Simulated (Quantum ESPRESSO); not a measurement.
## TaCuIr2Al3V (input and log of a self-consistent run)

Computed values, not a measurement. The program is pw.x of Quantum ESPRESSO 7.5 (plane-wave density functional theory). The cell is made up: eight metal atoms on a face-centred cubic lattice, with elements, volume, strain and displacements drawn at random and not relaxed, so it may be unstable or far from any real phase. PseudoDojo standard norm-conserving files set the functional (PBE unless stated); there is no spin polarisation or spin-orbit coupling, the Fermi-Dirac width of 0.25 eV means electrons at about 2900 K, and the masses in the input are unused placeholders. The copper pseudopotential is less sure than most, with forces differing by about three percent and pressure by about two GPa from a second method on plain copper. Heavy elements are run without spin-orbit coupling, which real alloys of them have. A spin test at this wide smearing found no moment, but such smearing suppresses magnetism that the real alloy may have.

Input:

```
&control calculation='scf', pseudo_dir='./dojo.nc.sr.pbe.v0_5.standard.upf', outdir='./o', disk_io='minimal', tprnfor=.true., tstress=.true. /
&system ibrav=0, nat=8, ntyp=5, nbnd=57, ecutwfc=92.02030273, nosym=.true., tot_charge=0,
 occupations='smearing', smearing='fd', degauss=0.0183746611
/
&electrons conv_thr=1.470e-08, electron_maxstep=70, mixing_beta=0.5 /
ATOMIC_SPECIES
Al 1.0 Al.upf
Cu 1.0 Cu.upf
Ir 1.0 Ir.upf
Ta 1.0 Ta.upf
V 1.0 V.upf
CELL_PARAMETERS angstrom
0.0939 3.8398 3.8007
3.8923 0.0285 3.8661
3.8991 3.9121 0.0216
ATOMIC_POSITIONS angstrom
Ta -0.0191 0.0203 -0.1141
Cu 1.9698 1.9319 -0.0245
Ir 2.0172 0.0857 1.8222
Al 3.9088 1.9491 1.9745
Ir 0.092 1.9514 1.9165
V 2.0524 3.9286 1.7864
Al 1.9877 1.9566 3.8132
Al 3.9102 3.9616 3.8379
K_POINTS automatic
5 5 5 1 1 1
```

The log is shortened where brackets say so; the opening notice, blank lines, dates and the lines on written files are dropped, and the path of the files is cut. It prints rydbergs, bohrs and kilobars, and counts compression as positive stress. Its total energy is the free energy E - TS of the whole cell.

```
     Program PWSCF v.7.5
     Parallel version (MPI & OpenMP), running on       4 processor cores
     Number of MPI processes:                 4
     Threads/MPI process:                     1
     [start-up lines left out]
     bravais-lattice index     =            0
     lattice parameter (alat)  =      10.2112  a.u.
     unit-cell volume          =     766.5469 (a.u.)^3
     number of atoms/cell      =            8
     number of atomic types    =            5
     number of electrons       =        88.00
     number of Kohn-Sham states=           57
     kinetic-energy cutoff     =      92.0203  Ry
     charge density cutoff     =     368.0812  Ry
     scf convergence threshold =      1.5E-08
     mixing beta               =       0.5000
     number of iterations used =            8  plain     mixing
     Exchange-correlation= PBE
                           (   1   4   3   4   0   0   0)
     [axes and pseudopotential details left out]
   Cartesian axes
     site n.     atom                  positions (alat units)
         1        Ta     tau(   1) = (  -0.0035347   0.0037568  -0.0211158  )
         2        Cu     tau(   2) = (   0.3645391   0.3575251  -0.0045341  )
         3        Ir     tau(   3) = (   0.3733111   0.0158600   0.3372236  )
         4        Al     tau(   4) = (   0.7233782   0.3607082   0.3654089  )
         5        Ir     tau(   5) = (   0.0170259   0.3611339   0.3546752  )
         6        V      tau(   6) = (   0.3798254   0.7270424   0.3305983  )
         7        Al     tau(   7) = (   0.3678517   0.3620962   0.7056860  )
         8        Al     tau(   8) = (   0.7236373   0.7331495   0.7102571  )
     number of k points=    63  Fermi-Dirac smearing, width (Ry)=  0.0184
                       cart. coord. in units 2pi/alat
        k(    1) = (   0.0684944   0.0694688   0.0702965), wk =   0.0320000
        k(    2) = (   0.2087005   0.2067608  -0.0718719), wk =   0.0320000
     [further k points left out]
     Dense  grid:    91429 G-vectors     FFT dimensions: (  64,  64,  64)
     Estimated max dynamical RAM per process >     327.55 MB
     Estimated total dynamical RAM >       1.21 GB
     Initial potential from superposition of free atoms
     starting charge      87.9901, renormalised to      88.0000
     Starting wfcs are   62 randomized atomic wfcs
     total cpu time spent up to now is        7.1 secs
     per-process dynamical memory:   254.4 Mb
     Self-consistent Calculation
     iteration #  1     ecut=    92.02 Ry     beta= 0.50
     Davidson diagonalization with overlap
     ethr =  1.00E-02,  avg # of iterations =  4.3
     total cpu time spent up to now is       24.1 secs
     total energy              =   -1119.88786872 Ry
     estimated scf accuracy    <      17.37630082 Ry
     iteration #  2     ecut=    92.02 Ry     beta= 0.50
     Davidson diagonalization with overlap
     ethr =  1.00E-02,  avg # of iterations =  3.0
     total cpu time spent up to now is       40.5 secs
     total energy              =   -1130.81054389 Ry
     estimated scf accuracy    <      38.29647335 Ry
     iteration #  3     ecut=    92.02 Ry     beta= 0.50
     Davidson diagonalization with overlap
     ethr =  1.00E-02,  avg # of iterations =  3.1
     total cpu time spent up to now is       55.4 secs
     total energy              =   -1132.12478835 Ry
     estimated scf accuracy    <       7.99084816 Ry
     iteration #  4     ecut=    92.02 Ry     beta= 0.50
     Davidson diagonalization with overlap
     ethr =  9.08E-03,  avg # of iterations =  3.8
     total cpu time spent up to now is       69.1 secs
     total energy              =   -1131.95831944 Ry
     estimated scf accuracy    <       3.54304515 Ry
     iteration #  5     ecut=    92.02 Ry     beta= 0.50
     Davidson diagonalization with overlap
     ethr =  4.03E-03,  avg # of iterations =  2.4
     total cpu time spent up to now is       82.0 secs
     total energy              =   -1131.78741634 Ry
     estimated scf accuracy    <       2.13590817 Ry
     [iterations 6 to 13 left out]
     iteration # 14     ecut=    92.02 Ry     beta= 0.50
     Davidson diagonalization with overlap
     ethr =  5.63E-07,  avg # of iterations =  2.0
     total cpu time spent up to now is      208.6 secs
     total energy              =   -1131.75143479 Ry
     estimated scf accuracy    <       0.00010567 Ry
     iteration # 15     ecut=    92.02 Ry     beta= 0.50
     Davidson diagonalization with overlap
     ethr =  1.20E-07,  avg # of iterations =  2.7
     total cpu time spent up to now is      221.9 secs
     total energy              =   -1131.75145288 Ry
     estimated scf accuracy    <       0.00000160 Ry
     iteration # 16     ecut=    92.02 Ry     beta= 0.50
     Davidson diagonalization with overlap
     ethr =  1.81E-09,  avg # of iterations =  4.5
     total cpu time spent up to now is      239.9 secs
     total energy              =   -1131.75145410 Ry
     estimated scf accuracy    <       0.00000007 Ry
     iteration # 17     ecut=    92.02 Ry     beta= 0.50
     Davidson diagonalization with overlap
     ethr =  8.34E-11,  avg # of iterations =  3.4
     total cpu time spent up to now is      254.5 secs
     total energy              =   -1131.75145410 Ry
     estimated scf accuracy    <       0.00000003 Ry
     iteration # 18     ecut=    92.02 Ry     beta= 0.50
     Davidson diagonalization with overlap
     ethr =  3.59E-11,  avg # of iterations =  2.0
     total cpu time spent up to now is      267.3 secs
     End of self-consistent calculation
     [lines on levels left out]
!    total energy              =   -1131.75145410 Ry
     estimated scf accuracy    <          4.3E-09 Ry
     smearing contrib. (-TS)   =      -0.09128927 Ry
     internal energy E=F+TS    =   -1131.66016483 Ry
     The total energy is F=E-TS. E is the sum of the following terms:
     one-electron contribution =    -575.31605256 Ry
     hartree contribution      =     331.28925825 Ry
     xc contribution           =    -193.52505578 Ry
     ewald contribution        =    -694.10831475 Ry
     convergence has been achieved in  18 iterations
     Forces acting on atoms (cartesian axes, Ry/au):
     atom    1 type  4   force =     0.01681600   -0.01738088    0.04098467
     atom    2 type  2   force =    -0.01107366    0.02053527   -0.00887500
     atom    3 type  3   force =    -0.02398553   -0.01424097    0.01000463
     atom    4 type  1   force =     0.00777384    0.04502767   -0.02901791
     atom    5 type  3   force =    -0.00433662   -0.02102783   -0.02227489
     atom    6 type  5   force =    -0.00203707   -0.01004751    0.02960512
     atom    7 type  1   force =     0.00205606    0.01003606   -0.00182922
     atom    8 type  1   force =     0.01478698   -0.01290182   -0.01859740
     Total force =     0.097334     Total SCF correction =     0.000066
     Computing stress (Cartesian axis) and pressure
          total   stress  (Ry/bohr**3)                   (kbar)     P=       94.80
   0.00069415  -0.00048589  -0.00017996          102.11      -71.48      -26.47
  -0.00048589   0.00087393   0.00001024          -71.48      128.56        1.51
  -0.00017996   0.00001024   0.00036530          -26.47        1.51       53.74
     init_run     :      6.79s CPU      7.01s WALL (       1 calls)
     electrons    :    259.71s CPU    260.22s WALL (       1 calls)
     forces       :      2.03s CPU      2.04s WALL (       1 calls)
     stress       :      7.15s CPU      7.30s WALL (       1 calls)
     [timing details left out]
     PWSCF        :   4m35.79s CPU   4m36.70s WALL
     JOB DONE.
```

In other units: free energy -15398.263 eV for the cell, pressure 9.48 GPa, largest force component 1.158 eV/Å in size. The run took 278 s of wall time with four MPI processes on a shared machine (AMD EPYC, Zen 5, virtual cores), so the time is rough. A rerun of this cell at a higher cutoff and on a denser mesh moved values by no more than 0.007 eV in energy, 0.05 GPa in stress and 0.006 eV/Å in force, and a second program with other atomic files agreed on that cell to 2 % rms in force and 0.5 GPa in pressure.